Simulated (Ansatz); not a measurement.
TiHg: eigenvalues along the path

```
CELL_PARAMETERS angstrom
3.00900 0.00000 0.00000
0.00000 3.00900 0.00000
0.00000 0.00000 3.96018
ATOMIC_POSITIONS crystal
Ti 0.50000 0.50000 0.50000
Hg 0.00000 0.00000 0.00000
```

Atom numbers follow the list: Ti1, Hg2.

The cell comes from COD entry 1522697, which wasn't checked; take it as a given geometry. The listed cell was then made from it by scaling, straining or moving an atom.

Spin–orbit coupling is left out, though it moves levels of the heavy atoms by tenths of an eV or more.

Method: Ansatz 0.2.0, DFT, LDA, all-electron LAPW, scalar-relativistic.

Settings: a Γ-centred 14×14×10 k mesh, Fermi–Dirac smearing of 0.08 eV, basis error target 1 meV/atom, no spin polarisation.

Path points, in fractions of the reciprocal vectors: Γ (0.000, 0.000, 0.000), X (0.000, 0.500, 0.000), M (0.500, 0.500, 0.000), Z (0.000, 0.000, 0.500), R (0.000, 0.500, 0.500), A (0.500, 0.500, 0.500). Levels in eV from the Fermi level; bands 16 to 26, counted from the lowest band of the run. The gap is zero.

```
# k(1/Å) point b16 b17 b18 b19 b20 b21 b22 b23 b24 b25 b26
0.000 Γ -9.51 -8.62 -8.15 -7.05 -7.05 -6.56 -0.43 -0.22 1.51 1.98 1.98
0.209 - -9.31 -8.52 -8.09 -7.14 -7.03 -6.63 -0.39 -0.16 0.77 1.96 2.29
0.418 - -8.86 -8.11 -7.92 -7.36 -6.98 -6.81 -0.40 0.02 0.02 1.90 1.90
0.626 - -8.56 -7.71 -7.62 -7.06 -7.01 -6.92 -0.56 -0.55 -0.21 1.49 1.82
0.835 - -8.41 -7.81 -7.51 -7.17 -6.87 -5.55 -1.83 -0.90 -0.43 1.19 1.75
1.044 X -8.35 -7.88 -7.43 -7.23 -6.86 -3.86 -3.58 -1.02 -0.46 1.09 1.73
1.253 - -8.15 -7.90 -7.43 -7.43 -7.00 -3.56 -3.53 -0.79 -0.25 1.06 1.68
1.462 - -7.93 -7.87 -7.65 -7.36 -7.33 -3.48 -2.70 -0.22 0.31 0.97 1.55
1.671 - -8.29 -7.98 -7.68 -7.53 -6.71 -3.22 -1.60 0.48 0.81 1.01 1.41
1.879 - -8.58 -8.01 -7.94 -7.54 -6.07 -2.68 -0.46 0.49 1.05 1.31 1.44
2.088 M -8.68 -8.03 -8.03 -7.55 -5.83 -2.25 0.19 0.19 1.28 1.28 1.38
2.383 - -8.48 -7.94 -7.91 -7.54 -6.25 -3.38 -0.23 0.46 0.90 1.32 1.44
2.679 - -8.01 -7.70 -7.61 -7.59 -7.11 -5.60 0.01 0.25 0.46 1.08 1.46
2.974 - -8.04 -7.91 -7.78 -7.40 -7.29 -6.94 0.02 0.05 0.12 1.28 1.67
3.269 - -9.09 -8.43 -8.04 -7.15 -7.10 -6.70 -0.30 -0.13 0.51 1.89 2.10
3.565 Γ -9.51 -8.62 -8.15 -7.05 -7.05 -6.56 -0.43 -0.22 1.51 1.98 1.98
3.723 - -9.43 -8.61 -8.08 -7.04 -7.04 -6.56 -0.56 -0.47 1.30 1.89 1.89
3.882 - -9.24 -8.59 -7.86 -7.03 -7.03 -6.56 -1.54 -0.55 1.04 1.65 1.65
4.041 - -9.01 -8.56 -7.44 -7.02 -7.02 -6.55 -2.82 -0.65 0.92 1.40 1.40
4.199 - -8.84 -8.54 -7.01 -7.01 -6.83 -6.54 -4.03 -0.73 0.86 1.21 1.21
4.358 Z -8.79 -8.53 -7.00 -7.00 -6.54 -6.39 -4.67 -0.76 0.84 1.14 1.14
4.567 - -8.67 -8.40 -7.20 -7.01 -6.63 -6.38 -4.35 -0.63 0.93 1.07 1.23
4.776 - -8.58 -7.83 -7.61 -7.01 -6.83 -6.29 -3.56 -0.33 0.83 1.17 1.46
4.984 - -8.52 -8.00 -7.16 -7.08 -7.02 -5.84 -2.53 -0.05 0.28 1.53 1.72
5.193 - -8.48 -8.26 -7.26 -7.02 -6.91 -4.67 -1.44 -0.77 0.00 1.71 1.88
5.402 R -8.46 -8.36 -7.33 -7.02 -6.86 -3.70 -1.70 -0.76 -0.22 1.65 2.00
5.611 - -8.31 -8.25 -7.46 -7.12 -6.84 -3.64 -1.65 -0.96 0.00 2.02 2.02
5.820 - -8.19 -7.76 -7.67 -7.35 -6.77 -3.44 -1.61 -1.37 0.60 2.01 2.68
6.028 - -8.09 -8.05 -7.62 -6.97 -6.60 -3.03 -1.77 -1.66 1.35 2.15 2.74
6.237 - -8.34 -7.94 -7.82 -6.74 -6.08 -2.34 -2.04 -1.76 1.64 1.81 2.80
6.446 A -8.42 -7.90 -7.90 -6.70 -5.83 -2.14 -1.80 -1.80 1.14 1.66 3.21
6.741 - -8.25 -7.90 -7.83 -6.77 -6.27 -3.13 -1.97 -1.31 1.61 2.26 2.49
7.037 - -7.85 -7.81 -7.63 -7.12 -6.97 -5.00 -1.90 -0.36 1.30 1.35 2.61
7.332 - -7.87 -7.72 -7.64 -7.36 -7.12 -6.10 -2.81 0.24 0.46 1.20 1.93
7.627 - -8.47 -8.36 -7.27 -7.11 -6.71 -6.36 -4.07 -0.50 0.97 0.99 1.35
7.923 Z -8.79 -8.53 -7.00 -7.00 -6.54 -6.39 -4.67 -0.76 0.84 1.14 1.14
8.185 - -8.71 -8.42 -7.23 -7.01 -6.72 -6.63 -3.79 -0.61 0.82 1.27 1.28
8.447 - -8.65 -7.93 -7.62 -7.01 -6.99 -6.82 -2.29 -0.30 0.44 1.53 2.10
8.709 - -8.55 -7.83 -7.45 -7.05 -6.94 -6.73 -1.27 -0.22 -0.13 1.50 1.91
8.972 - -8.41 -7.87 -7.45 -7.18 -6.89 -5.46 -1.82 -0.86 -0.39 1.23 1.78
9.234 X -8.35 -7.88 -7.43 -7.23 -6.86 -3.86 -3.58 -1.02 -0.46 1.09 1.73
```
